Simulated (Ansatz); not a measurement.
MgZn₂P₂O₈: Field gradients at the nuclei

The cell is a Materials Project structure (computed, not necessarily an observed phase), taken as it stands.

Space group P2_1/c (No. 14); a = 5.1342, b = 8.4071, c = 8.8388 Å, β = 120.06°.

```
site  Wyckoff  site symmetry       x       y       z
  Mg       2a             -1  0.0000  0.0000  0.0000
  Zn       4e              1  0.0361  0.3617  0.1203
   P       4e              1  0.3372  0.6918  0.3009
 O11       4e              1  0.6824  0.6999  0.3799
 O15       4e              1  0.1820  0.8591  0.2428
 O19       4e              1  0.2066  0.5791  0.1384
 O23       4e              1  0.2584  0.6281  0.4362
```

One atom of each set is listed.

Method: Kohn–Sham DFT in Ansatz, PBE, plane waves and PAW, scalar-relativistic, 420 eV cutoff, Γ-centred 5×3×3 k-points, Fermi–Dirac smearing 0.02 eV.

Conventions: |V_zz| ≥ |V_yy| ≥ |V_xx|, η = (V_xx − V_yy)/V_zz, C_Q = eQV_zz/h.

25Mg: I = 5/2, Q = 199.4 mb; ⁶⁷Zn: I = 5/2, Q = 122.0 mb; ¹⁷O: I = 5/2, Q = -25.58 mb. Quadrupole moments are those of Pyykkö's year-2017 table.

Problem. Give the quadrupolar parameters of the distinct sites.

Solution. 

| site | atoms | first shell | V_zz (10²¹ V/m²) | η | C_Q (MHz) |
| --- | --- | --- | --- | --- | --- |
| Mg | 2 | 6 O at 2.00–2.21 Å | -2.13 | 0.22 | -10.3 |
| Zn | 4 | 5 O at 1.98–2.37 Å | 4.42 | 0.47 | 13.0 |
| P | 4 | 4 O at 1.54–1.57 Å | -1.02 | 0.69 | – |
| O11 | 4 | 1 P at 1.55 Å, 1 Zn at 1.98 Å, 1 Mg at 2.21 Å | 9.94 | 0.65 | -6.15 |
| O15 | 4 | 1 P at 1.57 Å, 1 Zn at 2.02 Å, 1 Mg at 2.21 Å | 8.76 | 0.80 | -5.42 |
| O19 | 4 | 1 P at 1.56 Å, 2 Zn at 2.00–2.04 Å | 9.32 | 0.89 | -5.76 |
| O23 | 4 | 1 P at 1.54 Å, 1 Mg at 2.00 Å, angle 151°; also 2 Zn at 2.37–3.31 Å | 9.06 | 0.24 | -5.60 |

At O11 V_zz points along its shortest bond, to P (within 8°). At O23 V_zz points along the shorter of its two bonds, to P (within 6°).

P has no stable isotope with a ground-state quadrupole moment in the table, so no C_Q is given.

The largest force is 0.3 eV/Å, so the atoms aren't at the calculated equilibrium and relaxing them would move these values.

Hardware: 1 thread of Arm Neoverse V1 (aarch64; 8 cores open to the job, memory cap 2.5 GiB, no GPU), a shared host with a load of 0.5 a core. Wall time 89 s, CPU time 89 s, peak memory 0.91 GiB.
